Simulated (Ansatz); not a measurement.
AlGa$_{3}$N$_{4}$:
```xyz
8
Lattice="5.0975 0.0000 0.0000 0.0000 3.1359 0.0000 -0.0034 0.0000 5.4274" Properties=species:S:1:pos:R:3 pbc="T T T"
Al     0.0007     1.5680     3.6221
Ga     2.5425     1.5680     1.8174
Ga     2.5407     0.0000     4.5135
Ga     5.0951     0.0000     0.9020
N      0.6096     1.5680     1.8441
N      0.5982     0.0000     4.4868
N      3.1627     0.0000     0.9023
N      3.2140     1.5680     3.6215
```

Relaxed with LDA. Special points in fractions of this cell's reciprocal vectors: Γ (0.000, 0.000, 0.000); Z (0.000, 0.500, 0.000); D (0.000, 0.500, 0.500); B (0.000, 0.000, 0.500); A (-0.500, 0.000, 0.500); E (-0.500, 0.500, 0.500); C2 (-0.500, 0.500, 0.000); Y2 (-0.500, 0.000, 0.000).

Problem. List the band energies nearest the valence-band maximum at these points for the program Ansatz at the LDA level (PAW).

Solution. In eV from the valence-band maximum; about four levels below and three above (degenerate sets whole), none deeper than 8.9 eV; points with the same levels are listed once.

```csv
k,below,above
Γ,-0.89 -0.09 -0.03 0.00,2.62 4.78 5.24
Z,-2.16 -2.12 -1.89 -1.86,5.58 5.60 7.06
D,-2.30 -2.22 -1.01 -0.89,4.89 5.23 5.69
B,-0.81 -0.63 -0.60 -0.35,4.75 4.91 6.23
A,-1.61 -1.22 -1.19 -1.13,5.43 5.51 5.59
E,-1.82 -1.79 -1.71 -1.69,4.40 4.49 4.57
C2,-1.74 -1.52 -1.48 -1.48,5.81 5.98 6.07
Y2,-0.74 -0.69 -0.37 -0.37,4.49 4.60 4.75
```

Space group Pm. The first step of the workflow began from a Materials Project structure, measured or hypothetical; the Crystallography Open Database copy checked does not list it. With Al and Ga taken as one species the cell has the higher symmetry P6_3mc, so it may be an ordered model of a mixed-site phase. Whether it is the stable phase at ambient conditions was not checked. The LDA relaxation kept the symmetry of its start; phonons on a q-mesh show no instability. Scalar-relativistic: spin–orbit coupling is off unless named, which matters more the heavier the elements.

Potentials: the later of the program's two PAW sets.
